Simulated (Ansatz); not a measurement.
LiNbO₃:
```cif
data_Li2Nb2O6
_chemical_formula_sum 'Li2 Nb2 O6'
_space_group_name_H-M_alt 'P 1'
_space_group_IT_number 1
_cell_length_a 5.45726
_cell_length_b 5.45726
_cell_length_c 5.45726
_cell_angle_alpha 56.718
_cell_angle_beta 56.718
_cell_angle_gamma 56.718
loop_
_space_group_symop_operation_xyz
  'x, y, z'
loop_
_atom_site_label
_atom_site_type_symbol
_atom_site_fract_x
_atom_site_fract_y
_atom_site_fract_z
_atom_site_occupancy
Li1 Li 0.75000 0.75000 0.75000 1
Li2 Li 0.25000 0.25000 0.25000 1
Nb1 Nb 0.00000 0.00000 0.00000 1
Nb2 Nb 0.50000 0.50000 0.50000 1
O1 O 0.62840 0.87160 0.25000 1
O2 O 0.37160 0.12840 0.75000 1
O3 O 0.25000 0.62840 0.87160 1
O4 O 0.75000 0.37160 0.12840 1
O5 O 0.87160 0.25000 0.62840 1
O6 O 0.12840 0.75000 0.37160 1
```

Relaxed with r²SCAN.

### Question
Which orbitals make up the states near the band edges in DFT-r²SCAN in the program Ansatz with PAW potentials?

### Answer
Top 1 eV of the valence band: O 2p 95 %. Bottom 1 eV of the conduction band: Nb 4d 85 %, O 2p 13 %. Projections are on Löwdin-orthogonalised atomic valence shells; empty p or d shells of many metals are not among them.

### Question
Tabulate the density of states.

### Answer
States/eV per cell of 10 atoms, in 0.25 eV bins, energy from the valence-band maximum.

```tsv
E (eV)	total	O 2p	Nb 4d	O 2s
-5.30	0.00	0.00	0.00	0.00
-5.05	1.71	1.03	0.67	0.00
-4.80	6.08	3.83	1.96	0.03
-4.55	4.70	3.03	1.44	0.04
-4.30	7.02	4.66	1.99	0.05
-4.05	7.00	4.76	1.87	0.07
-3.80	5.83	4.06	1.44	0.07
-3.55	5.41	3.88	1.21	0.08
-3.30	6.91	5.11	1.35	0.11
-3.05	6.35	4.76	1.24	0.10
-2.80	5.73	4.38	1.03	0.10
-2.55	6.14	4.81	1.00	0.09
-2.30	6.39	5.15	0.91	0.08
-2.05	6.63	5.48	0.83	0.07
-1.80	6.45	5.44	0.68	0.06
-1.55	6.89	6.04	0.50	0.07
-1.30	6.41	5.76	0.35	0.06
-1.05	8.13	7.49	0.35	0.04
-0.80	9.47	8.81	0.37	0.04
-0.55	11.75	11.12	0.35	0.03
-0.30	14.69	14.13	0.28	0.02
-0.05	4.30	4.19	0.05	0.00
0.20	0.00	0.00	0.00	0.00
0.45	0.00	0.00	0.00	0.00
0.70	0.00	0.00	0.00	0.00
0.95	0.00	0.00	0.00	0.00
1.20	0.00	0.00	0.00	0.00
1.45	0.00	0.00	0.00	0.00
1.70	0.00	0.00	0.00	0.00
1.95	0.00	0.00	0.00	0.00
2.20	0.00	0.00	0.00	0.00
2.45	0.00	0.00	0.00	0.00
2.70	0.00	0.00	0.00	0.00
2.95	0.10	0.00	0.10	0.00
3.20	1.66	0.10	1.55	0.00
3.45	2.14	0.23	1.87	0.00
3.70	2.68	0.40	2.21	0.00
3.95	3.53	0.66	2.77	0.01
4.20	6.61	1.44	4.91	0.02
4.45	3.10	0.68	2.25	0.03
4.70	9.70	2.37	6.79	0.06
4.95	2.85	0.70	1.90	0.04
5.20	4.91	1.31	3.21	0.05
5.45	5.93	1.72	3.78	0.03
5.70	4.25	1.27	2.55	0.03
5.95	0.53	0.17	0.29	0.00
6.20	0.01	0.00	0.00	0.00
6.45	0.00	0.00	0.00	0.00
6.70	0.00	0.00	0.00	0.00
6.95	0.00	0.00	0.00	0.00
7.20	0.00	0.00	0.00	0.00
7.45	0.00	0.00	0.00	0.00
7.70	0.04	0.00	0.02	0.01
```

Space group R-3c. The workflow started from a Materials Project entry (that database holds measured and hypothetical structures alike); the Crystallography Open Database files this formula in space group No. 167, but the cells were not matched. It is not the phase usual at ambient conditions (space group No. 161). The r²SCAN relaxation kept the symmetry of its start. At this level the phase is dynamically unstable (imaginary phonons). No spin polarisation was allowed. Spin–orbit coupling is left out wherever it is not named.

Potentials: the earlier of the program's two PAW sets.
